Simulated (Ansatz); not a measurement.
A: SrIr2 (cubic Laves, MgCu2 type), a = b = c = 7.6969 Å, α = β = γ = 90.00°
B: BeTe (zinc blende), a = b = c = 5.657 Å, α = β = γ = 90.00°
C: W (bcc, W type), a = b = c = 3.169 Å, α = β = γ = 90.00°
D: Na (bcc, W type), a = 4.2220 Å, b = 4.2220 Å, c = 4.2220 Å, α = 90.00°, β = 90.00°, γ = 90.00°
E: HgTe (zinc blende), a = 6.5728 Å, b = 6.5728 Å, c = 6.5728 Å, α = 90.00°, β = 90.00°, γ = 90.00°

Scan: energy against volume (even scaling of the relaxed cell, symmetry kept). One method and one kind of scan serve all of them; meshes and ranges differ. All were relaxed with their symmetry unable to fall. At this level the bands of HgTe touch or barely overlap. Spin-orbit coupling is left out. SrIr2 is run without spin polarisation. W is run without spin polarisation.

### Question
Order them by bulk modulus (fitted) (lowest first) at the level r2SCAN (plane waves to 500 eV, PAW, scalar-relativistic; Ansatz, an electronic-structure program).

### Answer
D (7.7 GPa), E (40.0 GPa), B (59.3 GPa), A (161 GPa), C (318 GPa)

(A scan under strain: stresses follow from slopes of the energy per volume, elastic moduli from its curvatures.)
